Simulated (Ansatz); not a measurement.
KMgF₃ (cubic perovskite), relaxed and computed with several functionals in Ansatz (plane waves, PAW).

```json
[
 {"functional": "PBEsol", "a (Å)": "3.991", "gap (eV)": "7.12", "B₀ by P(V) fit (GPa)": "72.3"},
 {"functional": "PBE", "a (Å)": "(withheld)", "gap (eV)": "(withheld)", "B₀ by P(V) fit (GPa)": "(withheld)"},
 {"functional": "HSE06", "a (Å)": "4.005", "gap (eV)": "9.46", "B₀ by P(V) fit (GPa)": "73.0"},
 {"functional": "LDA", "a (Å)": "3.908", "gap (eV)": "7.44", "B₀ by P(V) fit (GPa)": "86.3"}
]
```

### Question
Fill in the missing entries.

### Answer

- PBE, a (Å): 4.054
- PBE, gap (eV): 6.96
- PBE, B₀ by P(V) fit (GPa): 66.2

All cells were relaxed under the symmetry of their starts (and spin orders); stability against distortions was not tested throughout.

Potentials: the later of the program's two PAW sets.

Ansatz (a first-principles code) is a plane-wave DFT program.
